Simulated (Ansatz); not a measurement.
Data:

YbSi$_{2}$:
Space group I4₁/amd, origin choice 1 (No. 141); a = b = 3.9073 Å, c = 13.6635 Å, α = β = γ = 90.00°

```tsv
atom	site	symmetry	x	y	z
Yb	4b	-4m2	0.0000	0.0000	0.5000
Si	8e	2mm.	0.0000	0.0000	0.0825
```
(The calculation used a cell of 6 atoms; values per cell refer to that cell.)

This is the LDA-relaxed structure.

Task: All from DFT-LDA in the program Ansatz with PAW potentials, unless another level is named. Predict the electronic character.

Result: metallic (no gap).

Task: Predict the density of states at the Fermi level.

Result: 0.30 states/eV per atom (mean over ±0.08 eV).

Task: Give the formation energy from the elements (no fitted shifts).

Result: -0.60 eV/atom.

Space group I4_1/amd. The first step of the workflow began from a Materials Project structure, measured or hypothetical; the Crystallography Open Database copy checked does not list it. COD files the formula under space group No. 191. Its standing as an ambient phase is unchecked. The cell was relaxed with LDA under the symmetry of its start; its stability against distortions is not shown here. The run is not spin-polarised. The 4f shell is in the valence. No Hubbard U is applied. The references are the lowest solids computed at this level, not always the standard phases. Spin–orbit coupling is left out wherever it is not named.

Potentials: the later of the program's two PAW sets.
